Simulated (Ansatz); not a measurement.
TiO2 (rutile)

```xyz
6
Lattice="4.6434 0.0000 0.0000 0.0000 4.6434 0.0000 0.0000 0.0000 2.9638" Properties=species:S:1:pos:R:3 pbc="T T T"
Ti     0.0000     0.0000     0.0000
Ti     2.3217     2.3217     1.4819
O      1.4168     1.4168     0.0000
O      3.7385     0.9049     1.4819
O      0.9049     3.7385     1.4819
O      3.2266     3.2266     0.0000
```

In each cell atom 1 (Ti, nearest neighbour O at 1.958 Å; its periodic images, 3.0 Å or more away, move with it) moves by s·(0.707, 0.707, 0.000) (along Cartesian [110]), the rest being held.

These are PBE (plane waves to 420 eV, PAW, scalar-relativistic; Ansatz, a quantum-chemistry and plane-wave program) values and carry that method's errors. k mesh 6×6×9 (Γ-centred), Fermi-Dirac smearing 0.05 eV. Energies are smeared free energies. Stress and pressure are positive under compression. Left out: 4 of 11 points, with atoms too close for the PAW data. TiO2 is run without spin polarisation. TiO2 was relaxed with its symmetry unable to fall. ΔE is measured from the undisplaced structure.

Task: Give the computed ΔE (meV/cell) and P (GPa) at s (Å) = -0.234, -0.156, -0.078, 0.078, 0.156, 0.234.

Result: 
| s (Å) | ΔE (meV/cell) | P (GPa) |
|---|---|---|
| -0.234 | 327 | 3.07 |
| -0.156 | 127 | 1.29 |
| -0.078 | 29 | 0.31 |
| 0.078 | 29 | 0.31 |
| 0.156 | 127 | 1.29 |
| 0.234 | 327 | 3.07 |

(For displaced atoms, the force is minus the slope of the energy, and its curvature is a force constant, which sets phonon frequencies.)
